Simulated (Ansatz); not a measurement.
Relaxed-ion elastic tensor of PbS (zinc blende, F-43m) in GPa (Voigt order), the program Ansatz at the PBEsol level (PAW); density 5.67 g/cm³, 35.02 Å³ per atom.

|  | 1 | 2 | 3 | 4 | 5 | 6 |
|---|---|---|---|---|---|---|
| 1 | 40.5 | 38.1 | 38.1 | 0.0 | 0.0 | 0.0 |
| 2 | 38.1 | 40.5 | 38.1 | 0.0 | 0.0 | 0.0 |
| 3 | 38.1 | 38.1 | 40.5 | 0.0 | 0.0 | 0.0 |
| 4 | 0.0 | 0.0 | 0.0 | -7.6 | 0.0 | 0.0 |
| 5 | 0.0 | 0.0 | 0.0 | 0.0 | -7.6 | 0.0 |
| 6 | 0.0 | 0.0 | 0.0 | 0.0 | 0.0 | -7.6 |

**Question.** Is the crystal mechanically stable?

**Answer.** No: the smallest eigenvalue of C is -7.6 GPa.

The start of the workflow was typed in or built on a structure type; neither database checked (COD, Materials Project) lists it. It is not the phase usual at ambient conditions (space group No. 225). The cell was relaxed with PBEsol under the symmetry of its start. At this level the phase is mechanically unstable. Spin–orbit coupling is left out wherever it is not named.

Potentials: the earlier of the program's two PAW sets. The files were generated under PBE; for other functionals the program regenerates the frozen cores, and for LDA and PBEsol the local potential too.
